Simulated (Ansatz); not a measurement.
Field gradients at the nuclei in Si2Mo

The cell is a Materials Project structure (computed, not necessarily an observed phase), atoms as given.

```
Si Mo
1.0
    -1.60213    1.60213    3.90810
     1.60213   -1.60213    3.90810
     1.60213    1.60213   -3.90810
Si Mo
2 1
Cartesian
  0.0000 0.0000 5.1944
  0.0000 0.0000 2.6218
  0.0000 0.0000 0.0000
```

Sites (sets of like atoms) are named by element and the number of their first atom in this list.

Computed with Ansatz: DFT, r2SCAN, plane waves and PAW, scalar-relativistic, 500 eV cutoff, Γ-centred 14×14×14 k-points, Fermi–Dirac smearing 0.05 eV.

V_zz is the principal component of the electric field gradient with the largest magnitude, η = (V_xx − V_yy)/V_zz and C_Q = eQV_zz/h.

⁹⁷Mo: I = 5/2, Q = 255.0 mb. Nuclear quadrupole moments: year-2017 set (Pyykkö).

Question: What field gradients does the calculation give at each kind of site?

Answer: 

```csv
site,atoms (order as listed),first shell,"V_xx, V_yy, V_zz (10²¹ V/m²)",η,C_Q (MHz)
Si,"1, 2","5 Si at 2.57–2.63 Å, 5 Mo at 2.61–2.62 Å","0.61, 0.61, -1.22",0.00,–
Mo,3,10 Si at 2.61–2.62 Å,"3.43, 3.43, -6.87",0.00,-42.3
```

An axis of threefold or higher order runs through Si and Mo, so V_zz lies along it and η is zero.

Si has no stable isotope with a ground-state quadrupole moment in the table, so no C_Q is given.

The run finds no gap above 0.1 eV (a metal, or nearly one), so the gradients can move by 10 % or more with the k-mesh. Without spin–orbit coupling (the program notes it for Mo) the gradients can shift somewhat, as the gap is small.
